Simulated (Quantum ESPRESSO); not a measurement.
Ga3InP4, convergence and cost over cutoff and k mesh

Simulated, not a measurement. The program is pw.x of Quantum ESPRESSO 7.5 (plane-wave density functional theory). The cell is made up: 8 atoms on a zincblende/diamond lattice, with randomly drawn elements, strain and displacements, not relaxed. PseudoDojo standard norm-conserving files (v0.5 for PBE, v0.4.1 for LDA and PBEsol) set the functional; there is no spin polarisation, spin-orbit coupling or dispersion term, and the masses in the input are unused placeholders.

Input of the run in row 2:

```
&control calculation='scf', pseudo_dir='./dojo.nc.sr.pbe.v0_5.standard.upf', outdir='./o', disk_io='medium', tprnfor=.true., tstress=.true. /
&system ibrav=0, nat=8, ntyp=3, nbnd=42, ecutwfc=79.96652505, nosym=.true., tot_charge=0,
 occupations='smearing', smearing='fd', degauss=0.0018374661
/
&electrons conv_thr=7.350e-09, electron_maxstep=60, /
ATOMIC_SPECIES
Ga 1.0 Ga.upf
In 1.0 In.upf
P 1.0 P.upf
CELL_PARAMETERS angstrom
5.5652 0.0764 0.0025
0.0764 5.5479 0.0449
0.0025 0.0449 5.5495
ATOMIC_POSITIONS angstrom
Ga 0.0585 0.0138 -0.0165
In 0.0327 2.6998 2.8002
Ga 2.7568 0.1398 2.7703
Ga 2.7882 2.7639 0.0204
P 1.3899 1.4707 1.4513
P 1.4981 4.2727 4.1722
P 4.1659 1.5106 4.163
P 4.1994 4.2632 1.4536
K_POINTS automatic
4 4 4 1 1 1
```

The same cell was run at these settings. Meshes are shifted by half a step, and differences are from the last row, which is itself not exact.

| cutoff (eV) | k mesh | k points solved | threshold (eV) | free energy less the last row's (eV) | pressure (GPa) | largest stress difference (GPa) | largest force difference (eV/Å) | iterations | wall time (s) | k-point pools | processor |
| --- | --- | --- | --- | --- | --- | --- | --- | --- | --- | --- | --- |
| 762 | 2 x 2 x 2 | 4 | 1e-04 | 5.548 | -37.20 | 41.88 | 0.036 | 7 | 47 | 1 | AMD EPYC, Zen 5 class |
| 1088 | 4 x 4 x 4 | 32 | 1e-07 | 0.009 | 4.42 | 0.02 | 0.001 | 10 | 456 | 1 | AMD EPYC, Zen 5 class |
| 1377 | 6 x 6 x 6 | 108 | 1e-07 | 0.000 | 4.44 | 0.00 | 0.000 | 10 | 2452 | 1 | AMD EPYC, Zen 5 class |

Each pool is one process. Wall times include start-up and a band step at six k points, which weighs most on the coarsest meshes. The runs were on shared virtual cores whose load varied, so times are rough.